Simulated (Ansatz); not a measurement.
Calculated electric field gradients for WSe₂ under strain

The cell is an entry of the Crystallography Open Database (COD), relaxed with PBE at fixed cell and then changed (z compressed by 3 %, ions relaxed).

```cif
data_structure
_symmetry_space_group_name_H-M 'P 1'
_symmetry_Int_Tables_number 1
_cell_length_a 3.2900
_cell_length_b 3.2900
_cell_length_c 12.5809
_cell_angle_alpha 90.000
_cell_angle_beta 90.000
_cell_angle_gamma 120.000
_cell_volume 117.93
loop_
_atom_site_label
_atom_site_type_symbol
_atom_site_fract_x
_atom_site_fract_y
_atom_site_fract_z
_atom_site_occupancy
W1 W 0.33333 0.66667 0.25000 1
W2 W 0.66667 0.33333 0.75000 1
Se3 Se 0.33333 0.66667 0.61672 1
Se4 Se 0.66667 0.33333 0.11672 1
Se5 Se 0.33333 0.66667 0.88328 1
Se6 Se 0.66667 0.33333 0.38328 1
```

Sites (sets of like atoms) are named by element and the number of their first atom in this list.

All values are calculated (Ansatz; DFT, PBE, plane waves and PAW, scalar-relativistic, collinear spin, 420 eV cutoff, Γ-centred 15×15×4 k-points, Fermi–Dirac smearing 0.02 eV), not measured. Start moments as typed (μB): 2 on each W, none on the rest.

V_zz is the principal component of the electric field gradient with the largest magnitude, η = (V_xx − V_yy)/V_zz and C_Q = eQV_zz/h.

```
site  atoms (order as listed)                         first shell  V_zz (10²¹ V/m²)     η  C_Q (MHz)
   W                     1, 2                      6 Se at 2.53 Å            -17.04  0.00          –
  Se               3, 4, 5, 6  3 W at 2.53 Å; also 6 Se at 3.29 Å             -7.12  0.00          –
```

An axis of threefold or higher order runs through W and Se, so V_zz lies along it and η is zero.

W, Se have no stable isotope with a ground-state quadrupole moment in the table, so no C_Q is given.

Without spin–orbit coupling the gradients at and beside W can be off by some per cent, at some sites by more. The start moments die out, and the run ends without spin.
